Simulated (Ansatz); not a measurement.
Crystals of one structure type (zinc blende) and one family of elements, relaxed and computed with DFT-PBE in the program Ansatz with PAW potentials.

| crystal | V (Å³/atom) | gap (eV) |
|---|---|---|
| ZnS | 20.16 | 2.02 |
| ZnSe | 23.55 | 1.15 |
| CdS | 26.02 | 1.04 |
| CdSe | 29.74 | ? |
| CdTe | 36.24 | 0.58 |

Q: Fit a straight line to E_g against V and predict the withheld value.

A: Least squares on the 4 shown rows: E_g = -0.076 × V + (3.211), with a scatter of 0.25. For CdSe this gives 0.95. The run itself gave 0.49, outside the scatter: the line misses something about this case.

All cells were relaxed under the symmetry of their starts (and spin orders); stability against distortions was not tested throughout. Spin–orbit coupling is left out wherever it is not named.

Potentials: the later of the program's two PAW sets.
